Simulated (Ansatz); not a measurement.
**Does relaxation matter for the field gradients of GaAs with a Ga vacancy?**

Start: a supercell of GaAs (zinc blende type, F-43m) built from an entry of the Crystallography Open Database (COD), with all atoms left at the host's positions.

```xyz
53
Lattice="0.0000 8.4805 8.4805 8.4805 0.0000 8.4805 8.4805 8.4805 0.0000" Properties=species:S:1:pos:R:3 pbc="T T T"
Ga    2.8268    2.8268    0.0000
Ga    5.6537    5.6537    0.0000
Ga    2.8268    0.0000    2.8268
Ga    5.6537    2.8268    2.8268
Ga    8.4805    5.6537    2.8268
Ga    5.6537    0.0000    5.6537
Ga    8.4805    2.8268    5.6537
Ga   11.3074    5.6537    5.6537
Ga    0.0000    2.8268    2.8268
Ga    2.8268    5.6537    2.8268
Ga    5.6537    8.4805    2.8268
Ga    2.8268    2.8268    5.6537
Ga    5.6537    5.6537    5.6537
Ga    8.4805    8.4805    5.6537
Ga    5.6537    2.8268    8.4805
Ga    8.4805    5.6537    8.4805
Ga   11.3074    8.4805    8.4805
Ga    0.0000    5.6537    5.6537
Ga    2.8268    8.4805    5.6537
Ga    5.6537   11.3074    5.6537
Ga    2.8268    5.6537    8.4805
Ga    5.6537    8.4805    8.4805
Ga    8.4805   11.3074    8.4805
Ga    5.6537    5.6537   11.3074
Ga    8.4805    8.4805   11.3074
Ga   11.3074   11.3074   11.3074
As    1.4134    1.4134    1.4134
As    4.2403    4.2403    1.4134
As    7.0671    7.0671    1.4134
As    4.2403    1.4134    4.2403
As    7.0671    4.2403    4.2403
As    9.8940    7.0671    4.2403
As    7.0671    1.4134    7.0671
As    9.8940    4.2403    7.0671
As   12.7208    7.0671    7.0671
As    1.4134    4.2403    4.2403
As    4.2403    7.0671    4.2403
As    7.0671    9.8940    4.2403
As    4.2403    4.2403    7.0671
As    7.0671    7.0671    7.0671
As    9.8940    9.8940    7.0671
As    7.0671    4.2403    9.8940
As    9.8940    7.0671    9.8940
As   12.7208    9.8940    9.8940
As    1.4134    7.0671    7.0671
As    4.2403    9.8940    7.0671
As    7.0671   12.7208    7.0671
As    4.2403    7.0671    9.8940
As    7.0671    9.8940    9.8940
As    9.8940   12.7208    9.8940
As    7.0671    7.0671   12.7208
As    9.8940    9.8940   12.7208
As   12.7208   12.7208   12.7208
```

Sites (sets of like atoms) are named by element and the number of their first atom in this list.

Level of theory: DFT, PBE, plane waves and PAW, scalar-relativistic, collinear spin, 420 eV cutoff, Γ-centred 2×2×2 k-points, Fermi–Dirac smearing 0.01 eV, cell charge -2 (Ansatz 0.2.0). Start moments as typed (μB): 0 0 0 0 0 0 0 0 0 0 0 0 0 0 0 0 0 0 0 0 0 0 0 0 0 0 0.5 0 0.5 0 0 0 0.5 0 0 0 0 0 0 0 0 0 0 0 0.5 0 0 0 0 0 0 0 0 by atom.

The largest force at the start is 0.84 eV/Å. Relaxing the ions at fixed cell moves them by 0.315 Å at most (atom 29, As) and 0.106 Å rms.

| site | atom | moved (Å) | first shell before | first shell after | V_zz before (10²¹ V/m²) | η before |
| --- | --- | --- | --- | --- | --- | --- |
| Ga1 | 1 | 0.124 | 4 As at 2.45 Å | 4 As at 2.45–2.48 Å | -2.20 | 0.46 |
| Ga4 | 4 | 0.021 | 4 As at 2.45 Å | 4 As at 2.45–2.47 Å | 0.53 | 0.00 |
| Ga8 | 8 | 0.013 | 4 As at 2.45 Å | 4 As at 2.46 Å | 0.49 | 0.00 |
| Ga14 | 14 | 0.022 | 4 As at 2.45 Å | 4 As at 2.45–2.46 Å | -0.32 | 0.83 |
| As27 | 27 | 0.315 | 3 Ga at 2.45 Å | 3 Ga at 2.45 Å | -8.91 | 0.00 |
| As28 | 28 | 0.018 | 4 Ga at 2.45 Å | 4 Ga at 2.45–2.47 Å | -2.03 | 0.73 |
| As32 | 32 | 0.027 | 4 Ga at 2.45 Å | 4 Ga at 2.45–2.48 Å | 1.58 | 0.34 |
| As40 | 40 | 0.003 | 4 Ga at 2.45 Å | 4 Ga at 2.46–2.47 Å | -0.073 | 0.00 |

(1) What are V_zz and η after the relaxation?

## Answers

(1) 

```csv
site,atom,V_zz after,η after,change of V_zz
Ga1,1,-3.47,0.06,-1.27
Ga4,4,0.71,0.00,+0.18
Ga8,8,0.34,0.00,-0.15
Ga14,14,0.79,0.85,–
As27,27,-3.77,0.00,+5.14
As28,28,-1.02,0.51,–
As32,32,-1.54,0.95,–
As40,40,0.064,0.00,+0.14
```

The largest change of V_zz along a kept axis is on As27, from -8.91 to -3.77. In per cent, |V_zz| changes by +58 on Ga, -58 on As (all sites that start above 2, bar those whose gradient vanishes or changes sign or whose main axis turns by over 40°). Where |V_zz| stays above 0.1 and the axes keep their order, η moves most on Ga1, from 0.46 to 0.06. V_zz changes sign on As40 (same axis). On As28, As32, Ga14 the largest principal value lies along another axis in the second run, so the two V_zz can't be compared directly. Sites without a gradient aren't listed. The electronic state changes along with the positions (absolute moment from 0.4 to 0.0 μB), so the changes aren't those of geometry alone.

The defect repeats with the cell of 53 atoms, so it feels its images: sites between two images don't show the values beside a lone defect, and zeros or small values of η there can come from the images' arrangement. A uniform background compensates the cell's charge. The defect cell has no gap above 0.1 eV on its mesh, so the values can hang on the smearing and the k-mesh.
Before: The neighbours have not yet relaxed around the defect (largest force 0.84 eV/Å), so a real crystal will differ.
After: The relaxation keeps the symmetry of the vacancy's site, so distortions that break it, Jahn–Teller ones too, aren't explored. The start moments die out, and the run ends without spin.
